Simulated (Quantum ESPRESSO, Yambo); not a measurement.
BP under isotropic strain

```
CELL_PARAMETERS angstrom
      0.00000     2.26036     2.26036
      2.26036     0.00000     2.26036
      2.26036     2.26036     0.00000
ATOMIC_POSITIONS crystal
  B  0.00000 0.00000 0.00000
  P  0.75000 0.75000 0.75000
```

BP (zinc blende, space group F-43m, No. 216) under isotropic strain (on all lattice vectors), counted from the cell relaxed with PBEsol, atoms relaxed at each step. PBEsol (pw.x of Quantum ESPRESSO, ONCV potentials, no spin-orbit coupling); G0W0 and BSE in Yambo (6×6×6 Γ-centred k mesh, 84 bands and a 14 Ry block in the screening, 84 bands in G with the Bruneval-Gonze terminator, plasmon pole fitted at 27.2 eV; BSE 10×10×10 mesh, 3 valence and 3 conduction bands, static screening with 11 bands and a 4 Ry block, scissor from each state's G0W0).

```csv
strain (%),pressure (GPa),PBEsol gap (eV),kind,G0W0 direct gap (eV),lowest vertical BSE state (eV),RPA ε∞ along x
-3,18.3,0.99,indirect,4.41 at Γ,not resolved,9.03
-1.5,8.3,1.05,indirect,4.35 at Γ,not resolved,9.03
-0.7,3.7,1.09,indirect,4.31 at Γ,not resolved,9.04
0,0.0,1.12,indirect,4.29 at Γ,not resolved,9.04
+1,-4.8,1.16,indirect,4.25 at Γ,not resolved,9.06
+2,-9.0,1.20,indirect,4.22 at Γ,not resolved,9.08
```

Between -0.7 % and +1 % the direct gap at Γ has a volume deformation potential dE/dlnV of -1.2 eV in G0W0 and -1.5 eV in PBEsol.

GW, BSE and RPA settings are held fixed; their convergence isn't established. Strains are linear.
